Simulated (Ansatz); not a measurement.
Zr:
```cif
data_Zr2
_chemical_formula_sum 'Zr2'
_space_group_name_H-M_alt 'P63/mmc'
_space_group_IT_number 194
_space_group_name_Hall '-P 6c 2c'
_cell_length_a 3.24663
_cell_length_b 3.24663
_cell_length_c 5.15184
_cell_angle_alpha 90.000
_cell_angle_beta 90.000
_cell_angle_gamma 120.000
loop_
_atom_site_label
_atom_site_type_symbol
_atom_site_symmetry_multiplicity
_atom_site_Wyckoff_symbol
_atom_site_fract_x
_atom_site_fract_y
_atom_site_fract_z
_atom_site_occupancy
Zr1 Zr 2 d 0.66667 0.33333 0.25000 1
```

Relaxed with r²SCAN.

**Question.** Decompose the optical modes at the zone centre into irreducible representations, and say which are infrared and Raman allowed.

**Answer.** Point group 6/mmm: Γ_opt = B1g + E2g. Infrared: none. Raman: E2g.

**Question.** Assign frequencies (DFPT, the program Ansatz at the r²SCAN level (PAW)).

**Answer.** E2g 83, B1g 148 cm⁻¹.

Subscripts of B labels follow the axes of the standard setting.

Space group P6_3/mmc (hcp (Mg type)). Symmetry was held in the r²SCAN relaxation; of distortions, only those at the zone centre were tested. No spin polarisation was allowed. As this level gives no gap, phonon frequencies hold no LO–TO term and depend on the k-mesh and smearing (Fermi–Dirac, 0.1 eV here).

Potentials: the later of the program's two PAW sets.
